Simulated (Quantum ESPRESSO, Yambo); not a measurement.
Levels of theory for the gap of MgI2 monolayer

A free-standing MgI₂ monolayer (symmetry P-3m1, slab cell 16.3 Å high): one geometry, one set of PBEsol (Quantum ESPRESSO, PseudoDojo norm-conserving, 84 Ry, scalar-relativistic) orbitals, self-energies from Yambo (6×6×1 Γ-centred k mesh, bands 5 to 158 and a 7 Ry block in the screening, 158 bands in G with the Bruneval-Gonze terminator, plasmon pole fitted at 27.2 eV, slab-truncated Coulomb interaction, stochastic integration of W near q = 0).

The layer was cut from Materials Project entry mp-23205 and relaxed with PBEsol in a cell 16.3 Å high, with the Coulomb interaction truncated along z.

```tsv
level	gap Γ → M (eV)	direct gap at M (eV)	rough Yambo cost
PBEsol (Quantum ESPRESSO)	3.62	4.09	–
exchange only (Hartree-Fock self-energy on PBEsol orbitals)	10.32	10.98	about 1/10 (6 states)
G0W0@PBEsol, plasmon pole	6.03	6.55	1 (6 states)
```

Bare exchange has no screening and gives the widest gap.

Costs are rough ratios of core time on shared machines.

Nearest settings tried, and what they do to the gap: 98 bands in G: +3 meV; 98 bands in W, 98 bands in G: -6 meV; 6 Ry block (379 vectors against 525): -40 meV. Not varied: mesh, cell height. So the settings aren't converged at that level.

Without spin-orbit coupling, band edges of such heavy elements can be off by tenths of an eV.

This is a model layer cut from the bulk structure; whether it is stable on its own was not checked.
